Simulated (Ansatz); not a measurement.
Relaxation of a relaxed Ta cell, doubled along one cell vector, shaken by Gaussian noise of σ = 0.08 Å a coordinate; 4 atoms in the cell, which starts as P1 (No. 1), aP4; a = 2.9722 Å, b = 5.0475 Å, c = 5.1833 Å, α = 103.80°, β = 97.76°, γ = 91.96°. All values below come from PBE (plane waves to 420 eV, PAW, scalar-relativistic; Ansatz, a program for electronic structure). Γ-centred k-mesh 13×7×13 on the run's cell (coarser than for final values), Fermi–Dirac smearing 0.05 eV. This is the first round of the run. 

The optimiser's lines from the output (shortened; P is positive under compression):

```
relax step   1: F+E_penalty+E_count = -39732.16552919 eV  Δ(F+E_penalty+E_count) = +0.000e0 eV  max|allowed force component| = 1.431e0 eV/Å  Δτ_max = 0.0000 Å  P = +1.633 GPa  Ω = 74.648 Å³  (8 SCF iters, dr2 threshold 1.00e-7 eV, accepted)
relax step   2: F+E_penalty+E_count = -39732.22826400 eV  Δ(F+E_penalty+E_count) = -6.273e-2 eV  max|allowed force component| = 1.379e0 eV/Å  Δτ_max = 0.1948 Å  P = +3.414 GPa  Ω = 73.910 Å³  (7 SCF iters, dr2 threshold 4.00e-7 eV, accepted)
relax step   3: F+E_penalty+E_count = -39732.35465074 eV  Δ(F+E_penalty+E_count) = -1.264e-1 eV  max|allowed force component| = 4.741e-1 eV/Å  Δτ_max = 0.2000 Å  P = -2.060 GPa  Ω = 75.518 Å³  (7 SCF iters, dr2 threshold 4.00e-7 eV, accepted)
relax step   4: F+E_penalty+E_count = -39732.43146424 eV  Δ(F+E_penalty+E_count) = -7.681e-2 eV  max|allowed force component| = 7.803e-3 eV/Å  Δτ_max = 0.1247 Å  P = -0.047 GPa  Ω = 74.611 Å³  (6 SCF iters, dr2 threshold 4.00e-7 eV, accepted)
relax step   5: F+E_penalty+E_count = -39732.42775191 eV  Δ(F+E_penalty+E_count) = +3.712e-3 eV  max|allowed force component| = 4.597e-2 eV/Å  Δτ_max = 0.0131 Å  P = +1.008 GPa  Ω = 74.297 Å³  (5 SCF iters, dr2 threshold 4.00e-7 eV, rejected (line search))
relax step   6: F+E_penalty+E_count = -39732.43363921 eV  Δ(F+E_penalty+E_count) = -2.175e-3 eV  max|allowed force component| = 7.688e-3 eV/Å  Δτ_max = 0.0027 Å  P = -0.068 GPa  Ω = 74.660 Å³  (9 SCF iters, accepted)
relax step   7: F+E_penalty+E_count = -39732.43370948 eV  Δ(F+E_penalty+E_count) = -7.027e-5 eV  max|allowed force component| = 1.303e-3 eV/Å  Δτ_max = 0.0026 Å  P = -0.001 GPa  Ω = 74.636 Å³  (4 SCF iters, dr2 threshold 6.69e-8 eV, accepted)
relax step   8: F+E_penalty+E_count = -39732.43371086 eV  Δ(F+E_penalty+E_count) = -1.388e-6 eV  max|allowed force component| = 5.271e-4 eV/Å  Δτ_max = 0.0002 Å  P = -0.002 GPa  Ω = 74.637 Å³  (5 SCF iters, dr2 threshold 1.33e-9 eV, accepted)
relax step   9: F+E_penalty+E_count = -39732.43370879 eV  Δ(F+E_penalty+E_count) = +2.073e-6 eV  max|allowed force component| = 5.239e-4 eV/Å  Δτ_max = 0.0000 Å  P = -0.003 GPa  Ω = 74.637 Å³  stress off target by 7.79e-3 GPa  SCF on the basis re-selected at this cell (its energy is not comparable with the rows above)  (3 SCF iters)
```

From the first to the last row the energy changes by -0.07 eV/atom and the volume by 0.0 %. The last row is marked as not comparable with the walk above it, whose basis was carried along; it does compare with step 1, since both stand on a basis selected at the nominal cutoff for their own cell.

Step 5 was rejected by the optimiser.

Later rounds, restarted from the end of this one on a renewed k-mesh, logged 4 more steps and released under 0.01 eV/atom more. The final structure after all rounds: Fddd, origin choice 1 (No. 70), oF8, AFLOW prototype A_oF8_70_a; a = 2.885 Å, b = 5.197 Å, c = 9.957 Å, α = β = γ = 90.00°. No spin polarisation in the result.

The relaxed structure here is a generated cell of Ta: the first start was made by placing the elements on the sites of a structure type, and the end was not matched to a known phase here, so it may be hypothetical. Known forms of Ta include space group No. 229.
